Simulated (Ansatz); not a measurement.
MgInCu$_{4}$ in space group F-43m (No. 216; Mg on 4a, In on 4c, Cu on 16e), r²SCAN in the plane-wave PAW code Ansatz, all energies at zero smearing, with the estimated change up to a 700 eV cutoff added, with one set of potentials and settings (totals compare only within such a set). Cell of 6 atoms (1 Mg, 1 In, 4 Cu): -34063.910 eV.

```json
[
 {"element": "Mg", "reference phase": "P6_3/mmc, 2 atoms in the cell", "E (eV/atom)": "-1926.4086"},
 {"element": "In", "reference phase": "I4/mmm, 1 atoms in the cell", "E (eV/atom)": "-5611.8204"},
 {"element": "Cu", "reference phase": "Fm-3m, 1 atoms in the cell", "E (eV/atom)": "-6631.2396"}
]
```

Formation energy per atom, worked out: (-34063.910 − 1×(-1926.4086) − 1×(-5611.8204) − 4×(-6631.2396))/6 = -0.120 eV/atom (-12 kJ per mol of atoms), at 0 K, without zero-point energy or fitted corrections.

The workflow started from a Materials Project entry (that database holds measured and hypothetical structures alike); the Crystallography Open Database files this formula in space group No. 216, but the cells were not matched. Its standing as an ambient phase is unchecked. The cell was relaxed with r²SCAN under the symmetry of its start; its stability against distortions is not shown here. No spin polarisation was allowed. The references are the lowest solids computed at this level, not always the standard phases.

Potentials: the later of the program's two PAW sets.
